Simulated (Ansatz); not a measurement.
AlN (zinc blende), relaxed with PBE (Ansatz, an electronic-structure program, plane waves, PAW): a = 4.4032 Å, b = 4.4032 Å, c = 4.4032 Å, α = 90.00°, β = 90.00°, γ = 90.00°.

| Quantity | Value |
|---|---|
| gap (eV) | 3.31 |
| B₀ by P(V) fit (GPa) | 192 |

**Question.** The same phase is relaxed and computed with HSE06 in the same code. What are the cell and these values now?

**Answer.** a = 4.3655 Å, b = 4.3655 Å, c = 4.3655 Å, α = 90.00°, β = 90.00°, γ = 90.00°.

gap (eV): 4.56
B₀ by P(V) fit (GPa): 212

All cells were relaxed under the symmetry of their starts (and spin orders); stability against distortions was not tested throughout.

Potentials: the later of the program's two PAW sets.

Ansatz is a plane-wave DFT program.
